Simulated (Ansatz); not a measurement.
CaPd2 in space group I4/mmm (No. 139; Pd on 4d, Ca on 2a) at seven volumes, PBEsol (plane waves, PAW; program Ansatz), shape and atoms relaxed at each. One row is withheld.

```tsv
V (Å³/atom)	P (GPa)
19.272	9.19
19.907	5.62
20.543	2.58
21.178	0.00
21.813	?
22.449	-4.07
23.084	-5.65
```

Problem. Fit the shown pressures and predict the withheld one.

Solution. Third-order Birch–Murnaghan: P = (3/2)B₀(x^(7/2) − x^(5/2))[1 + (3/4)(B′ − 4)(x − 1)] with x = (V₀/V)^(2/3). Least squares on the six rows gives V₀ = 21.178 Å³/atom, B₀ = 79.22 GPa, B′ = 4.38. At V = 21.813, x = 0.9805 and P = -2.19 GPa. The run itself gave -2.20 GPa.

The workflow started from an entry of the Crystallography Open Database (COD). Its standing as an ambient phase is unchecked. The PBEsol relaxation kept the symmetry of its start; its stability against distortions is not shown here. The run is not spin-polarised. The volume moved by -23 % from the start of the relaxation. The volume fell by over 15 % from the filed cell, which may lack light atoms or belong to other conditions.

Potentials: the later of the program's two PAW sets.
